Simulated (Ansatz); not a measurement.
Si$_{3}$N$_{4}$ in space group P6_3/m (No. 176; Si on 6h, N on 2d, N on 6h) under volume change, PBEsol in the plane-wave PAW code Ansatz, shape and atoms relaxed at each volume.

```tsv
V (Å³/atom)	E − E(relaxed) (meV/atom)	P (GPa)
9.524	74.3	27.18
9.838	31.4	16.82
10.152	7.5	7.81
10.466	0.0	0.00
10.780	6.8	-6.77
11.094	25.9	-12.63
11.408	55.8	-17.70
```

**Question.** What does a third-order Birch–Murnaghan fit give for V₀, B₀ and B′?

**Answer.** V₀ = 10.47 Å³/atom, B₀ = 242 GPa, B′ = 3.7.

Symmetry was held in the PBEsol relaxation.

Potentials: the earlier of the program's two PAW sets. The files were generated under PBE; for other functionals the program regenerates the frozen cores, and for LDA and PBEsol the local potential too.
